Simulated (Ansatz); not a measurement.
# What DFT gives for La₃Nb₂Al₆

```
CELL_PARAMETERS angstrom
5.52534 0.34206 0.34744
0.06169 6.10243 -0.42880
-0.09519 0.05148 6.04436
ATOMIC_POSITIONS crystal
Nb 0.86681 0.78918 0.92683
Nb 0.50436 0.76808 0.63739
La 0.80055 0.25647 0.08647
La 0.90173 0.41085 0.58918
La 0.29337 0.47878 0.96149
Al 0.45244 0.39855 0.41486
Al 0.18610 0.68846 0.36991
Al 0.22335 0.13382 0.27761
Al 0.31483 0.14678 0.63765
Al 0.60450 0.67586 0.23650
Al 0.98065 0.96352 0.57803
```

The numbers come from plane-wave PAW DFT (Ansatz): r2SCAN, no spin polarisation, 500 eV, 3×3×3 (shifted by 0.5, 0, 0.5 steps) k points, fermi-dirac occupations (width 0.1 eV). Nothing was relaxed.

- Electronic structure: It is a metal, with about 9.5 states/eV a cell as the mean within 0.25 eV of the Fermi level, mostly Nb d (37 %), La d (26 %) and Al p (19 %).
- Forces: The largest is on Al9: 5.14 eV/Å, components (2.75, -1.21, 4.17). It makes 119° with the line to a nearest neighbour, Al6 at 2.26 Å.
- Stress: The pressure is 33.8 GPa (compression positive), so with the atoms held at these fractions the cell would first expand; the forces are large, so a full relaxation may end otherwise. The principal stresses 28.1, 32.1, 41.4 GPa differ, so its shape would change too.
- Formation energy: 1.07 eV an atom against the elements' usual phases (free molecules for gases, crystals otherwise, with no correction for O₂ or N₂), so at this geometry it isn't bound against them. Relaxing would lower it.

Origin: a disordered cell, so it need not be a known compound. Caveats: the k mesh is coarse if the cell is a metal; atoms or cell far from equilibrium; f levels without a U or exact exchange are poorly placed.
